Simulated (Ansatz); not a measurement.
GdGa₂ (P6/mmm): exchange couplings and spin waves by the force theorem

These are results of DFT, PBEsol, PAW with Ansatz's default frozen-core files, scalar-relativistic in Ansatz, not measurements.

Command: `ansatz run input.yaml --threads 2 --pin off --max-ram 6144MiB --backend cpu --events-out ev --progress --plain --runs-dir out`

```yaml
crystal:
  lattice:
    - [4.223, 0.0, 0.0]
    - [-2.1115, 3.6572252802, 0.0]
    - [0.0, 0.0, 4.137]
  atoms:
    - { symbol: Gd, position: [0.0, 0.0, 0.0], spin: 7.1 }
    - { symbol: Ga, position: [0.3333333333, 0.6666666667, 0.5] }
    - { symbol: Ga, position: [0.6666666667, 0.3333333333, 0.5] }
magnetization:
  spin_polarized: true
kpoints:
  mp_grid: { grid: [6, 6, 5] }
  band_path:
    path:
      - [0.0, 0.0, 0.0]
      - [0.5, 0.0, 0.0]
      - [0.3333333333, 0.3333333333, 0.0]
      - [0.0, 0.0, 0.0]
      - [0.0, 0.0, 0.5]
      - [0.5, 0.0, 0.5]
      - [0.3333333333, 0.3333333333, 0.5]
      - [0.0, 0.0, 0.5]
      - [0.5, 0.0, 0.5]
    npoints: 8
scf:
  occupations: { method: fermi_dirac, width: 0.03 }
hamiltonian:
  xc: pbesol
  pseudopotentials: { kind: paw }
output:
  eigenvalues: false
  eigenstates:
    nscf_kmesh: { grid: [6, 6, 5] }
    top_band: c45
    exchange_couplings: { magnetic: [{ species: Gd }] }
  write_density: true
  write_potential: true
  elf: true
  volumetric_format: npy
```

The program prints:

```
settings of this run that can trade accuracy for cost: output.eigenvalues: false. Do not mix this run's numbers with those of runs without the same settings; the input reference describes each key
Engine: ansatz 0.2.0
Pseudopotentials: kind: paw
Pseudopotential: Gd, paw, valence charge 18, recommended cutoff 420 eV (normal), Gd.paw.azcp
Pseudopotential: Ga, paw, valence charge 13, recommended cutoff 420 eV (normal), Ga.paw.azcp
Functional definition: PBEsol
  exchange = pbesol_x
  correlation = pbesol_c
Crystal: 3 atoms, lattice volume = 63.894 Å³
Basis set: ecut = 420 eV, 1219 PW (Γ)
Bands: 31, of which v1, the nominal top of the filled ones, is band 22 counted from 1 (21 counted from 0)
Symmetry: 24 space group operations
Space group: P6/mmm (ITA 191), of the structure as read, at distance tolerance 4.0e-5 Å
Magnetic group: BNS 191.233 (UNI 1463), of the structure as read, at distance tolerance 4.0e-5 Å
k-points: 21 of 180
Non-local potential: Gd, projectors of the file, l = 0: 3, l = 1: 2, l = 2: 2, l = 3: 3
Non-local potential: Ga, projectors of the file, l = 0: 2, l = 1: 2, l = 2: 3, l = 3: 1
PAW form: soft (Blöchl's): semilocal exchange-correlation on the pseudo side does not see the compensation charge
PAW frozen core: Gd, regenerated for the run's functional, and the local potential with it (the file was generated under x = pbe(κ = 0.804, μ = 0.2195149727645171), c = pbe(β = 0.06672455060314922))
PAW frozen core: Ga, regenerated for the run's functional, and the local potential with it (the file was generated under x = pbe(κ = 0.804, μ = 0.2195149727645171), c = pbe(β = 0.06672455060314922))
PAW one-centre angular grid: Gd, 590 points (default); XC on 64 Gauss nodes
PAW one-centre angular grid: Ga, 590 points (default); XC on 64 Gauss nodes
Initial density: superposition of atomic densities (chi_scale 0.1, normalization cell, long waves kept (reshape's long-wave potential 0.00 eV rms))
Starting moments: Σ|m| = 7.1 μB on 1 of 3 sites
Initial wavefunctions: pseudopotential atomic-orbital guess
Functional: x = pbesol(κ = 0.804, μ = 0.12345679012345678), c = pbesol(β = 0.046)
SCF iter   1: F=—  HF=-16716.696101 eV  |F-HF|=—  |Δ(HF+E_count)|=         —  Δρ=3.06e-2 (↑2.58e-2 ↓3.06e-2)  dr2=1.38e0  dr2_m=1.01e-1  M=7.160 μB ∫|m|=7.180 μB  β_m=0.30  ethr=3.10e-3  ⟨swp⟩=5.9  Hψ=4724  notcnv=0
Mixer restart at iter 1: flushing history
[...]
Free energy (F): -16716.463027 eV
Harris-Foulkes:  -16716.463027 eV  (|F-HF|=3.50e-8)
Internal energy: -16716.459915 eV  (E = F + TS)
E sigma→0 (E₀):  -16716.461471 eV
Entropy (-TS):   -0.003111 eV (-1.037 meV/atom)
Fermi energy:    11.737450 eV
--- Per-component energies (eV) ---
  E_band       = -48.803489
  E_kinetic    = 636.015176
  E_local      = -5598.450049  (includes V_loc(G=0)·N_el)
  E_nonlocal   = 1139.069493
  E_hartree    = 2532.738830
  E_xc         = -370.652159
  E_vxc        = -371.128076  (∫ρ·V_xc dr)
  E_paw        = -10240.994235  (= ΣΔE_a)
  E_vpaw       = -919.799992  (= ΣTr[D̂ρ^β])
  E_aug_tail   = -0.000223  (compensation charges beyond the density's cutoff)
  E_ewald      = -4816.573875
  E_core_change = 2.387126  (= ΣΔE_core)
  E_smearing   = -0.003111  (= −TS)
  E_closure    = -0.000000  (closes the sum)
  Σ components = -16716.463027   (vs F -16716.463027, Δ=0.00e0)
--- Band table (eV; the first three rows and the last of 42) ---
  k-point 0 ↑: bands = ["-33.1953", "-10.6056", "-10.5395", "-10.5395", "-2.9058", "-2.8288", "-2.8288", "-2.7812", "-2.7812", "-2.6414", "-2.6414", "-2.5208", "-2.5208", "-2.4693", "2.0445", "7.2206", "7.2514", "7.2514", "7.2537", "7.2666", "7.2666", "7.2844", "10.8112", "10.8112", "11.3132", "11.9206", "12.9574", "14.6695", "14.6695", "15.8154", "15.8154"]
  k-point 1 ↑: bands = ["-33.1941", "-10.6523", "-10.5356", "-10.5356", "-2.8988", "-2.8286", "-2.8286", "-2.7850", "-2.7850", "-2.6464", "-2.6464", "-2.5173", "-2.5173", "-2.4638", "2.3802", "7.2239", "7.2422", "7.2522", "7.2522", "7.2610", "7.2610", "7.2846", "9.4798", "11.1701", "11.1701", "13.1079", "13.2076", "13.3807", "13.3807", "15.6802", "15.6802"]
  k-point 2 ↑: bands = ["-33.1921", "-10.7264", "-10.5293", "-10.5293", "-2.8876", "-2.8281", "-2.8281", "-2.7912", "-2.7912", "-2.6538", "-2.6538", "-2.5121", "-2.5121", "-2.4548", "3.0801", "7.2293", "7.2309", "7.2309", "7.2334", "7.2776", "7.2776", "7.2847", "7.6776", "12.1799", "12.1799", "12.4752", "12.4752", "13.8115", "13.8589", "13.8589", "14.7382"]
  k-point 20 ↓: bands = ["-30.0982", "-8.4562", "-8.3487", "-8.3487", "-3.1032", "-2.8919", "-2.8919", "-2.8393", "-2.6484", "-2.6484", "-2.4943", "-2.4943", "-2.4731", "-2.3053", "5.4217", "5.4217", "9.2756", "10.9671", "10.9671", "12.3879", "12.4031", "12.4152", "12.4152", "12.4737", "12.4737", "12.4778", "15.4410", "16.5125", "16.5125", "16.7216", "17.4924"]
settings of this run that can trade accuracy for cost: output.eigenvalues: false. Do not mix this run's numbers with those of runs without the same settings; the input reference describes each key
```

exchange_couplings.tsv:

```
# site	partner	cell_1	cell_2	cell_3	displacement_x_ang	displacement_y_ang	displacement_z_ang	distance_ang	coupling_mev
# format = ansatz-exchange-couplings/3
# nscf_kmesh_grid = 6 6 5
# n_bands = 67
# mesh_fermi_ev = 11.737
# occupation_method = fermi_dirac
# smearing_width_ev = 0.03
# xc_rung = gga
# a1_ang = 4.223 0 0
# a2_ang = -2.1115 3.6572 0
# a3_ang = 0 0 4.137
# atom = 0 Gd magnetic 0 0 0 7.2035 18.321 0.23503 1
# atom = 1 Ga relaxed 0.33333 0.66667 0.5 0.02215 0.0058341 0.00018305 -
# atom = 2 Ga relaxed 0.66667 0.33333 0.5 0.02215 0.0058341 0.00018305 -
# moments = constrained
# kernel_scale = 1.0001
# constrained_moments_mub = 7.06
# turning_moments_mub = 7.2478
# rigid_open_turn_ev = 0.0021722
# field_residual = 0.00040512
# moved_by_upper_bands = 0.072598
# mean_field_moved_by_upper_bands = 0.07521
# mean_field_temperature_k = 36.167
# mean_field_q_frac = 0 0 0
# ordering_temperature_k = 31.761
# no_stiffness = coarse_mesh
# whole_within_ang = 10.342
0	0	0	0	-1	0	0	-4.137	4.137	0.18362
0	0	0	0	1	0	0	4.137	4.137	0.18362
0	0	-1	-1	0	-2.1115	-3.6572	0	4.223	-0.44883
0	0	-1	0	0	-4.223	0	0	4.223	-0.44883
0	0	0	-1	0	2.1115	-3.6572	0	4.223	-0.44883
0	0	0	1	0	-2.1115	3.6572	0	4.223	-0.44883
0	0	1	0	0	4.223	0	0	4.223	-0.44883
0	0	1	1	0	2.1115	3.6572	0	4.223	-0.44883
0	0	-1	-1	-1	-2.1115	-3.6572	-4.137	5.9117	0.16274
0	0	-1	-1	1	-2.1115	-3.6572	4.137	5.9117	0.16274
0	0	-1	0	-1	-4.223	0	-4.137	5.9117	0.16274
0	0	-1	0	1	-4.223	0	4.137	5.9117	0.16274
0	0	0	-1	-1	2.1115	-3.6572	-4.137	5.9117	0.16274
0	0	0	-1	1	2.1115	-3.6572	4.137	5.9117	0.16274
0	0	0	1	-1	-2.1115	3.6572	-4.137	5.9117	0.16274
0	0	0	1	1	-2.1115	3.6572	4.137	5.9117	0.16274
0	0	1	0	-1	4.223	0	-4.137	5.9117	0.16274
0	0	1	0	1	4.223	0	4.137	5.9117	0.16274
[...]
```

magnon_bands.tsv:

```
# distance_inv_ang	q_1	q_2	q_3	is_on_mesh	least_cost_mev	mode	energy_mev	sense
# format = ansatz-magnon-bands/1
# nscf_kmesh_grid = 6 6 5
# whole_turn_by_bands_mev = 117.7
# magnetic_atoms = 0
# least_rotation_mev = 1.2337
# least_rotation_q_frac = 0.33333 0.33333 0.2
# least_rotation_pattern = 1 0
0	0	0	0	1	0	1	0	1
0.10738	0.0625	0	0	0	0.92075	1	0.50816	1
0.21475	0.125	0	0	0	2.7186	1	1.5004	1
0.32213	0.1875	0	0	0	4.1671	1	2.2998	1
0.4295	0.25	0	0	0	5.3779	1	2.968	1
0.53688	0.3125	0	0	0	6.2289	1	3.4377	1
0.64426	0.375	0	0	0	5.4281	1	2.9957	1
0.75163	0.4375	0	0	0	3.0236	1	1.6687	1
0.85901	0.5	0	0	1	1.6316	1	0.90048	1
0.921	0.47917	0.041667	0	0	1.9625	1	1.0831	1
0.983	0.45833	0.083333	0	0	2.7918	1	1.5407	1
1.045	0.4375	0.125	0	0	3.7183	1	2.0521	1
1.107	0.41667	0.16667	0	0	4.3217	1	2.3851	1
1.169	0.39583	0.20833	0	0	4.3858	1	2.4205	1
1.231	0.375	0.25	0	0	4.0048	1	2.2102	1
1.293	0.35417	0.29167	0	0	3.5141	1	1.9394	1
1.355	0.33333	0.33333	0	1	3.2905	1	1.816	1
1.4789	0.29167	0.29167	0	0	4.1714	1	2.3021	1
1.6029	0.25	0.25	0	0	5.3334	1	2.9434	1
1.7269	0.20833	0.20833	0	0	4.8698	1	2.6876	1
1.8509	0.16667	0.16667	0	1	3.8031	1	2.0989	1
1.9749	0.125	0.125	0	0	3.573	1	1.9719	1
2.0989	0.083333	0.083333	0	0	3.0259	1	1.67	1
2.2229	0.041667	0.041667	0	0	1.1797	1	0.65105	1
2.3469	0	0	0	1	0	1	0	1
2.4418	0	0	0.0625	0	1.2317	1	0.67977	1
2.5367	0	0	0.125	0	4.3286	1	2.3889	1
2.6316	0	0	0.1875	0	7.8275	1	4.3199	1
2.7266	0	0	0.25	0	10.204	1	5.6316	1
2.8215	0	0	0.3125	0	10.686	1	5.8976	1
2.9164	0	0	0.375	0	9.6107	1	5.304	1
3.0113	0	0	0.4375	0	8.1331	1	4.4886	1
3.1062	0	0	0.5	0	7.47	1	4.1227	1
3.2136	0.0625	0	0.5	0	7.6396	1	4.2162	1
3.321	0.125	0	0.5	0	7.8211	1	4.3164	1
3.4284	0.1875	0	0.5	0	7.4007	1	4.0844	1
3.5358	0.25	0	0.5	0	6.1854	1	3.4137	1
[...]
```

In the table E = −Σ J e_i·e_j over ordered pairs, so positive J favours parallel moments; the file's long notes are left out. Convergence in k wasn't tested.

Site moments (μB): Gd1 7.06, Ga2 -0.01, Ga3 -0.01. Cell moment 7.25 μB.

The magnetic group in the log treats spin as a scalar label, without spin–orbit coupling.

The PAW files were made with PBE; the program remakes their cores once for the run's functional and then keeps them frozen. Without U a semilocal functional puts the f levels too near the Fermi level, which can change moments and the order of magnetic states; site and cell moments are spin moments. Spin–orbit coupling is left out although heavy atoms are present. With open f shells a run can end in a state that isn't the lowest. The magnetic state is the one that this cell and start allow. It needn't be the compound's measured order, which may need a larger cell or be absent.

It took 54 s on 2 threads of Arm Neoverse V1, with other jobs on the host, peak memory 1.3 GiB.
